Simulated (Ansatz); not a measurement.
A geometry of Cd away from equilibrium: the start of the relaxation of a generated cell, Cd built in the AFLOW prototype A_oC4_63_c (A20). Level of theory: PBE (plane waves to 420 eV, PAW, scalar-relativistic; Ansatz, an electronic-structure program). Γ-centred k-mesh 12×12×7 on the run's cell (coarser than for final values), Fermi–Dirac smearing 0.05 eV.

```xyz
2
Lattice="1.4455 -2.9826 0.0000 1.4455 2.9826 0.0000 0.0000 0.0000 5.0126" Properties=species:S:1:pos:R:3 pbc="T T T"
Cd     1.4455    -2.3725     1.2531
Cd     1.4455     2.3725     3.7594
```

### Question
Which atoms carry the largest force, and which way does it point?

### Answer
0.54 eV/Å, on Cd1, Cd2 (atoms numbered as listed); on Cd1 its components are (0.00, 0.54, 0.00).

### Question
What is the pressure?

### Answer
+6.2 GPa, compression positive.

### Question
How far above the relaxed end point is this geometry?

### Answer
0.14 eV/atom; the path ends in Cmcm (No. 63) at a tolerance of 0.01 Å, I4/mmm (No. 139) at 0.1 Å.

No spin polarisation in the result.

The run could not lose the symmetry of its start, so the end can be a saddle point.

The end of the path is a generated cell of Cd: the first start was made by placing the elements on the sites of a structure type, and the end was not matched to a known phase here, so it may be hypothetical. Known forms of Cd include space group No. 194.
